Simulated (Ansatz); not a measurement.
Polymorphs of Be, each relaxed with PBE (plane waves, PAW; program Ansatz):

A: fcc (Cu type) (Fm-3m)
a = 3.158 Å, b = 3.158 Å, c = 3.158 Å, α = 90.00°, β = 90.00°, γ = 90.00°

| atom | site | symmetry | x | y | z |
|---|---|---|---|---|---|
| Be | 4a | m-3m | 0.0000 | 0.0000 | 0.0000 |

B: hcp (Mg type) (P6_3/mmc)
a = b = 2.262 Å, c = 3.566 Å, α = β = 90.00°, γ = 120.00°

| atom | site | symmetry | x | y | z |
|---|---|---|---|---|---|
| Be | 2d | -6m2 | 0.6667 | 0.3333 | 0.2500 |

C: diamond (Fd-3m)
a = b = c = 4.899 Å, α = β = γ = 90.00°

| atom | site | symmetry | x | y | z |
|---|---|---|---|---|---|
| Be | 8b | -43m | 0.5000 | 0.5000 | 0.5000 |

Order them by energy per atom at 0 K (lowest first) at the level PBE.

B (+0 meV/atom), A (+78 meV/atom), C (+1636 meV/atom)

Typed or built starts, not in the databases checked: A; C. Not the usual ambient phase: A; C. All cells were relaxed under the symmetry of their starts (and spin orders); stability against distortions was not tested throughout.

Energies hold the estimated change up to a 700 eV cutoff; steps of a few meV lie near the error of the meshes.

Potentials: the earlier of the program's two PAW sets.
